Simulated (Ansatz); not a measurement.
The relaxed structure here is a generated cell of Nb: the first start was made by placing the elements on the sites of a structure type, and the end was not matched to a known phase here, so it may be hypothetical. Known forms of Nb include space group No. 229.

One stationary structure of Nb. Space group I4/mmm (No. 139). Level of theory: r2SCAN (plane waves to 500 eV, PAW, scalar-relativistic; Ansatz, an electronic-structure program).

```cif
data_Nb2
_chemical_formula_sum 'Nb2'
_space_group_name_H-M_alt 'I4/mmm'
_space_group_IT_number 139
_space_group_name_Hall '-I 4 2'
_cell_length_a 2.73388
_cell_length_b 2.73388
_cell_length_c 4.91400
_cell_angle_alpha 90.000
_cell_angle_beta 90.000
_cell_angle_gamma 90.000
loop_
_atom_site_label
_atom_site_type_symbol
_atom_site_symmetry_multiplicity
_atom_site_Wyckoff_symbol
_atom_site_fract_x
_atom_site_fract_y
_atom_site_fract_z
_atom_site_occupancy
Nb1 Nb 2 a 0.00000 0.00000 0.00000 1
```
(The calculation used a cell of 1 atom; values per cell refer to that cell.)

For Nb, the volume per atom is 18.36 Å³, the band gap is zero (metallic) and the shortest distances comes out as Nb–Nb 2.73 Å. The k-mesh is 24×24×24.

Band energies at high-symmetry points (eV from the Fermi level; labels of this space group; no spin-orbit coupling), from −5 eV up to 3.9 eV:

| point | energies |
|---|---|
| Γ | -1.58 0.57 1.84 1.84 |
| X | -4.24 -3.11 3.82 |
| P | -3.58 -0.94 -0.94 1.98 |
| N | -3.90 -1.12 1.75 1.83 |
| M | -4.04 -3.27 1.30 |
| S | -2.38 -1.63 -0.62 2.97 |
| S0 | -2.38 -1.63 -0.62 2.97 |
| R | -3.03 -2.62 2.16 3.58 |

No spin polarisation in the result.

The run could not lose the symmetry of its start: the end is stationary, and may be a saddle point rather than a minimum.

It was reached from a disturbed copy of a P6/mmm (No. 191) cell (AFLOW prototype A_hP1_191_a (A_f, as in Sn)), against which it lies -0.47 eV/atom.
